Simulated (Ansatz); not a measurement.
Relaxed-ion elastic tensor of MoN2 in space group P4/mbm (No. 127; Mo on 2a, N on 4h) in GPa (Voigt order), plane-wave PAW PBEsol (Ansatz code); density 8.21 g/cm³, 8.36 Å³ per atom.

```
751  193  155  0.0  0.0  0.0
193  751  155  0.0  0.0  0.0
155  155  835  0.0  0.0  0.0
0.0  0.0  0.0  262  0.0  0.0
0.0  0.0  0.0  0.0  262  0.0
0.0  0.0  0.0  0.0  0.0  280
```

### Question
Is the crystal mechanically stable?

### Answer
Yes: the smallest eigenvalue of C is 262 GPa.

### Question
Work out the Voigt, Reuss and Hill averages.

### Answer
K_V = 371, K_R = 371, K_H = 371; G_V = 283, G_R = 281, G_H = 282 GPa.

### Question
Give Young's modulus, Poisson's ratio, Pugh's ratio and the universal anisotropy index.

### Answer
E = 9KG/(3K + G) = 675 GPa; ν = 0.20; K/G = 1.32 (brittle by the Pugh limit of 1.75); A_U = 5G_V/G_R + K_V/K_R − 6 = 0.04.

### Question
Estimate the sound speeds and the Debye temperature.

### Answer
v_l = √((K + 4G/3)/ρ) = 9540 m/s, v_t = √(G/ρ) = 5860 m/s, mean 6470 m/s; Θ = (h/k)(3n/4πV)^(1/3) v_m = 949 K.

### Question
Solve the Christoffel equation for the three sound speeds along x, y, z.

### Answer
Eigenvalues of C_ijkl n_j n_l equal ρv². In km/s, slowest first: x 5.65, 5.84, 9.56; y 5.65, 5.84, 9.56; z 5.65, 5.65, 10.09.

### Question
How much does each axis shrink under pressure?

### Answer
Linear compressibilities β_i = Σ_j S_ij (j = 1 to 3): x 0.92, y 0.92, z 0.86 per TPa.

The workflow started from a Materials Project entry (that database holds measured and hypothetical structures alike); the Crystallography Open Database copy checked does not list it. Whether it is the stable phase at ambient conditions was not checked. The PBEsol relaxation kept the symmetry of its start; its stability against distortions is not shown here. The run is not spin-polarised. As this level gives no gap, shear constants depend on the k-mesh and smearing (Fermi–Dirac, 0.1 eV here). On the denser mesh and wider smearing of the elastic run this cell carries a stress of 0.4 GPa.

Potentials: the later of the program's two PAW sets.
